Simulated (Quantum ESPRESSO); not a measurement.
## Band energies of RhI₃

```xyz
8
Lattice="3.3849 -5.8656 0.0011 3.3849 5.8656 0.0011 -2.0643 0.0000 6.3722" Properties=species:S:1:pos:R:3 pbc="T T T"
Rh     3.3849    -3.9118     0.0011
Rh     3.3849     3.9118     0.0011
I      4.5677    -2.0568     1.5021
I      0.1378     2.0568     4.8723
I      0.1378    -2.0568     4.8723
I      4.5677     2.0568     1.5021
I      1.0107     0.0000     1.5163
I      3.6947     0.0000     4.8582
```

norm-conserving PBEsol (Quantum ESPRESSO, 88 Ry, without SOC); path ΓYFHZIF1,H1Y1XΓN,MΓ; energies in eV from the valence-band maximum.

| k (1/Å) | point | band 34 | band 35 | band 36 | band 37 | band 38 | band 39 | band 40 | band 41 |
|---|---|---|---|---|---|---|---|---|---|
| 0.00 | Γ | -0.93 | -0.74 | -0.30 | -0.27 | -0.23 | 0.84 | 1.11 | 1.56 |
| 0.47 |  | -1.00 | -0.76 | -0.38 | -0.31 | -0.27 | 1.07 | 1.15 | 1.33 |
| 0.71 | Y | -0.87 | -0.59 | -0.51 | -0.45 | -0.16 | 1.11 | 1.41 | 1.44 |
| 0.71 | F | -0.81 | -0.74 | -0.51 | -0.48 | -0.25 | 0.86 | 1.13 | 1.22 |
| 1.19 |  | -0.78 | -0.77 | -0.60 | -0.21 | -0.12 | 1.25 | 1.39 | 1.46 |
| 1.43 | H | -0.91 | -0.64 | -0.60 | -0.30 | -0.11 | 1.18 | 1.51 | 1.61 |
| 1.94 | Z | -0.95 | -0.74 | -0.61 | -0.40 | -0.37 | 0.99 | 1.15 | 1.71 |
| 2.29 |  | -0.80 | -0.78 | -0.58 | -0.37 | -0.19 | 0.95 | 1.02 | 1.09 |
| 2.47 | I | -0.92 | -0.85 | -0.54 | -0.49 | -0.21 | 0.88 | 0.97 | 1.16 |
| 2.47 | F1 | -0.81 | -0.74 | -0.51 | -0.48 | -0.25 | 0.86 | 1.13 | 1.22 |
| 3.19 | H1 | -0.91 | -0.64 | -0.60 | -0.30 | -0.11 | 1.18 | 1.51 | 1.61 |
| 3.19 | Y1 | -0.87 | -0.59 | -0.51 | -0.45 | -0.16 | 1.11 | 1.41 | 1.44 |
| 3.42 |  | -0.87 | -0.69 | -0.69 | -0.09 | -0.07 | 1.25 | 1.32 | 1.61 |
| 3.65 | X | -1.03 | -0.86 | -0.73 | -0.09 | 0.00 | 0.87 | 1.62 | 1.64 |
| 3.83 |  | -0.95 | -0.91 | -0.65 | -0.19 | -0.05 | 0.95 | 1.43 | 1.55 |
| 4.19 | Γ | -0.93 | -0.74 | -0.30 | -0.27 | -0.23 | 0.84 | 1.11 | 1.56 |
| 4.57 |  | -0.89 | -0.76 | -0.54 | -0.32 | -0.17 | 0.98 | 1.25 | 1.33 |
| 4.83 | N | -0.93 | -0.78 | -0.54 | -0.43 | -0.20 | 1.05 | 1.31 | 1.54 |
| 4.83 | M | -0.92 | -0.75 | -0.66 | -0.33 | -0.08 | 0.90 | 1.02 | 1.35 |
| 4.96 |  | -0.93 | -0.76 | -0.59 | -0.34 | -0.09 | 0.88 | 1.14 | 1.24 |
| 5.38 | Γ | -0.93 | -0.74 | -0.30 | -0.27 | -0.23 | 0.84 | 1.11 | 1.56 |

The PBEsol gap is indirect, 0.84 eV, from X to Γ; the smallest direct gap is 0.87 eV.

Spin-orbit coupling is left out, which matters for elements this heavy: edges can move by tenths of an eV.

Geometry relaxed with PBE+D3(BJ).

The structure is a Materials Project entry; no match was found in the copy of COD used, and its stability was not checked.
